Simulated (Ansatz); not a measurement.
HfO₂:
```
HfO2
1.0
    5.11421     0.00000     0.00000
    0.00000     5.18193     0.00000
   -0.87078     0.00000     5.22381
Hf O
4 8
Direct
  0.27620   0.45815   0.70826
  0.72380   0.54185   0.29174
  0.72380   0.95815   0.79174
  0.27620   0.04185   0.20826
  0.44797   0.74233   0.97847
  0.55203   0.25767   0.02153
  0.55203   0.24233   0.52153
  0.44797   0.75767   0.47847
  0.07005   0.33376   0.34403
  0.92995   0.66624   0.65597
  0.92995   0.83376   0.15597
  0.07005   0.16624   0.84403
```

Relaxed with r²SCAN. Independent-particle spectrum: no excitons, no local fields, no scissors shift; 0.1 eV broadening; ε₁ of the summed bands alone.

### Question
Tabulate the dielectric function from r²SCAN in the plane-wave PAW code Ansatz.

### Answer


```tsv
E (eV)	ε₁ xx	ε₂ xx	ε₁ yy	ε₂ yy	ε₁ zz	ε₂ zz
0.0	4.47	0.00	4.45	0.00	4.19	0.00
0.5	4.48	0.00	4.46	0.00	4.20	0.00
1.0	4.51	0.00	4.49	0.00	4.23	0.00
1.5	4.57	0.00	4.55	0.00	4.27	0.00
2.0	4.66	0.00	4.63	0.00	4.34	0.00
2.5	4.78	0.00	4.76	0.00	4.44	0.00
3.0	4.94	0.00	4.92	0.00	4.56	0.00
3.5	5.16	0.00	5.16	0.00	4.74	0.00
4.0	5.48	0.00	5.49	0.00	4.97	0.00
4.5	5.95	0.00	6.11	0.00	5.30	0.00
5.0	6.83	0.04	6.65	0.69	5.84	0.02
5.5	8.10	1.20	7.72	0.99	6.73	0.48
6.0	9.18	4.53	8.36	3.20	7.75	1.47
6.5	5.75	6.00	5.93	4.82	6.90	3.95
7.0	5.30	4.61	6.13	4.85	6.14	4.46
7.5	5.58	5.82	5.56	5.16	5.41	3.85
8.0	3.65	6.50	4.98	6.09	5.55	4.59
8.5	3.33	5.58	3.44	5.47	5.17	4.83
9.0	2.90	5.50	3.93	5.53	5.29	5.60
9.5	3.16	6.27	3.35	6.61	4.76	7.50
10.0	1.62	5.76	1.34	6.53	2.71	8.19
10.5	0.75	6.56	0.49	6.36	0.19	8.47
11.0	0.02	6.00	-0.63	6.16	-1.43	6.70
11.5	-1.43	4.96	-1.57	4.63	-2.31	5.31
12.0	-1.55	4.08	-1.60	3.41	-2.64	3.69
```

### Question
From ε at 5.6 eV (xx: 8.23 + 1.30i), find n, k, the normal reflectivity and the absorption coefficient.

### Answer
n = 2.88, k = 0.226, R = 24 %, α = 2kE/ħc = 130000 cm⁻¹.

With all bands, ε∞ without local fields is 4.72 (xx), 4.70 (yy), 4.45 (zz). DFPT, with local fields, gives 4.62 (xx), 4.64 (yy), 4.37 (zz).

Space group P2_1/c. The r²SCAN relaxation kept the symmetry of its start. No spin polarisation was allowed. Scalar-relativistic: spin–orbit coupling is off unless named, which matters more the heavier the elements.

Potentials: the earlier of the program's two PAW sets.
